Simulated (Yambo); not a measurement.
A G0W0@LDA run in Yambo for SrCd2P2 (space group P-3m1, No. 164) (3×3×2 Γ-centred k mesh, bands 9 to 230 and a 8 Ry block in the screening, 230 bands in G with the Bruneval-Gonze terminator, plasmon pole fitted at 27.2 eV) gives these matrix elements, in eV, at the band edges (Γ → Γ):

| state | E0 | <Vxc> | <Σx> | <Σc(E0)> | Z |
|---|---|---|---|---|---|
| valence edge | 0.000 | -13.096 | -15.015 | 1.187 | 0.778 |
| conduction edge | 0.544 | -10.805 | -6.588 | -3.967 | 0.794 |

### Question
Solve the linearised quasiparticle equation for both states, give the gap, and say how exchange and correlation each act on it.

### Answer
E = E0 + Z(Σx + Σc − Vxc). Valence: 0.000 + 0.778 × (-15.015 + (1.187) − (-13.096)) = -0.57 eV. Conduction: 0.544 + 0.794 × (-6.588 + (-3.967) − (-10.805)) = 0.74 eV. The gap is 1.31 eV, against 0.54 eV in LDA. Replacing Vxc by bare exchange alone would open it by 6.14 eV; correlation takes back 5.15 eV of that, and Z scales what is left. Nearest settings tried, and what they do to the gap: 180 bands in W, 180 bands in G: -2 meV; 6 Ry block (233 vectors against 325): -12 meV; 3×3×1 mesh: -84 meV. So the settings aren't converged at that level. The k mesh is coarse. Spin-orbit splittings are left out.

Geometry of the Materials Project entry, not relaxed at this level; primitive cell a = 4.360 Å, b = 4.360 Å, c = 7.312 Å, α = 90.00°, β = 90.00°, γ = 120.00°.

The structure is a Materials Project entry; no match was found in the copy of COD used, and its stability was not checked.
